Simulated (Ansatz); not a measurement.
Level of theory: DFT PBE, scalar-relativistic, plane waves, PAW in Ansatz. All cells share a 420 eV cutoff and Γ-centred k meshes spaced at most about 0.3 Å⁻¹ (about 0.25 or finer for metals, 2π included). No spin polarisation in the final relaxations.

All energies are static (0 K, no zero-point motion). All come from trial cells, and lower structures may exist.

Problem. Order these relaxed structures of W4N by energy, lowest first, with the energy over the lowest of them.
A.

Space group Pm-3m (No. 221). a = 4.134 Å, b = 4.134 Å, c = 4.134 Å, α = 90.00°, β = 90.00°, γ = 90.00°
| atom | site | symmetry | x | y | z |
| --- | --- | --- | --- | --- | --- |
| W | 3d | 4/mm.m | 0.5000 | 0.0000 | 0.0000 |
| W | 1b | m-3m | 0.5000 | 0.5000 | 0.5000 |
| N | 1a | m-3m | 0.0000 | 0.0000 | 0.0000 |

B.

Space group I4/mmm (No. 139). a = 4.193 Å, b = 4.193 Å, c = 7.931 Å, α = 90.00°, β = 90.00°, γ = 90.00°
```
atom  site  symmetry       x       y       z
   W    4c      mmm. 0.0000  0.5000  0.0000
   W    4e       4mm  0.0000  0.0000  0.2629
   N    2a     4/mmm  0.0000  0.0000  0.0000
```

C.

Space group C2/m (No. 12). a = 9.337 Å, b = 4.281 Å, c = 7.724 Å, α = 90.00°, β = 115.73°, γ = 90.00°
| atom | site | symmetry | x | y | z |
| --- | --- | --- | --- | --- | --- |
| W | 4i | m | 0.8584 | 0.5000 | 0.5769 |
| W | 4i | m | 0.6376 | 0.5000 | 0.1834 |
| W | 4i | m | 0.8947 | 0.0000 | 0.3029 |
| W | 4i | m | 0.1228 | 0.5000 | 0.9574 |
| N | 4i | m | 0.1078 | 0.5000 | 0.6787 |

D.

Space group P-4m2 (No. 115). a = 4.122 Å, b = 4.122 Å, c = 4.196 Å, α = 90.00°, β = 90.00°, γ = 90.00°
```json
{"atom": "W", "site": "1a", "symmetry": "-4m2", "x": "0.0000", "y": "0.0000", "z": "0.0000"}
{"atom": "W", "site": "2g", "symmetry": "2mm.", "x": "0.0000", "y": "0.5000", "z": "0.5491"}
{"atom": "W", "site": "1b", "symmetry": "-4m2", "x": "0.5000", "y": "0.5000", "z": "0.0000"}
{"atom": "N", "site": "1c", "symmetry": "-4m2", "x": "0.5000", "y": "0.5000", "z": "0.5000"}
```

Solution. C (0 meV/atom), B (26 meV/atom), D (109 meV/atom), A (127 meV/atom). Forms: C C2/m; B I4/mmm; D P-4m2; A Pm-3m. Counting W atoms around N (those within 1.25 times the shortest such distance or 1.15 times the sum of covalent radii): C has N 6; B has N 6; D has N 6; A has N 6.

Spin–orbit coupling, which can matter for W, is left out. A magnetic state wasn't ruled out in cells without spin, among them I4/mmm, P-4m2, Pm-3m. With atoms moved at random, P-4m2 came back. Other cells relaxed within their symmetry can be saddle points. Some types were kept out of the candidates beforehand, so the set may lack a known form.
